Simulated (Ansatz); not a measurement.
Method: r2SCAN, no spin polarisation; PAW, plane waves to 500 eV, 8×8×8 Γ-centred mesh, fermi-dirac occupations (width 0.1 eV) (Ansatz 0.2.0), atoms fixed.

Computed maps in the lattice plane spanned by b (left to right, 4.08 Å, 12 points from zero) and c (bottom to top, 5.79 Å, 18 points from zero), 69° apart, at height 0.703 along a. The fields are smooth PAW ones with compensation charges, not the true ones near nuclei.

Valence density. Digits on a logarithmic scale: 0 up to 0.03 e/Å³, each further digit a factor of 1.6, 9 from 1.3 e/Å³ up:
```
334455443333
445677754433
345799986543
345799998643
335799999743
224699999753
223579999753
212357998753
222235666543
333333444433
345433233323
467653222222
368864211112
346764211112
234554211111
223333222222
222332222222
333333333333
```

ELF. Ten even steps from '0' (0.05) to '9' (1.00):
```
223333332222
233334333222
223343343321
123320024321
013420303331
003330002431
001343113432
000234434331
011123333331
266311333321
699841122111
799994100002
799998200001
499998300000
159997200000
013553100110
100111001222
211111112232
```

Task: The cell is Bi₃H₂. Which atoms lie within 0.2 Å of this plane, and where (fractions of b and c)?

Result: Bi at (0.50, 0.70), H at (0.22, 0.28). The whole cell:
```xyz
5
Lattice="-2.0422 3.3859 4.2306 4.0844 0.0000 0.0000 2.0422 3.3859 -4.2306" Properties=species:S:1:pos:R:3 pbc="T T T"
Bi    0.0000    0.0000    0.0000
Bi    2.0422    4.7619    0.0000
Bi    2.0422    2.0099    0.0000
H     0.0000    3.3859    1.8995
H     4.0844    3.3859   -1.8995
```

Origin: a known structure type with other elements, at an estimated volume, so it need not be a known compound.
